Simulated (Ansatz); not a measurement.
BN:
```
CELL_PARAMETERS angstrom
      0.00000     1.80255     1.80255
      1.80255     0.00000     1.80255
      1.80255     1.80255     0.00000
ATOMIC_POSITIONS crystal
  B  0.00000 0.00000 0.00000
  N  0.25000 0.25000 0.25000
```

Relaxed with PBEsol. Special points in fractions of this cell's reciprocal vectors: Γ (0.000, 0.000, 0.000); X (0.500, 0.000, 0.500); U (0.625, 0.250, 0.625); K (0.375, 0.375, 0.750); L (0.500, 0.500, 0.500); W (0.500, 0.250, 0.750).

Problem. List the band energies nearest the valence-band maximum at these points for plane-wave PAW PBEsol (Ansatz code).

Solution. In eV from the valence-band maximum; about four levels below and three above (degenerate sets whole), none deeper than 8.9 eV; … stands for higher levels left out; points with the same levels are listed once.

```
k              below         above
-  -----------------  ------------
Γ     0.00 0.00 0.00             …
X        -4.98 -4.98   4.29 9.14 …
U  -8.20 -7.82 -4.14  6.78 12.84 …
L        -1.97 -1.97       10.19 …
W  -7.63 -7.11 -6.64  9.48 13.34 …
```

Space group F-43m (zinc blende). The cell was relaxed with PBEsol under the symmetry of its start.

Potentials: the earlier of the program's two PAW sets. The files were generated under PBE; for other functionals the program regenerates the frozen cores, and for LDA and PBEsol the local potential too.
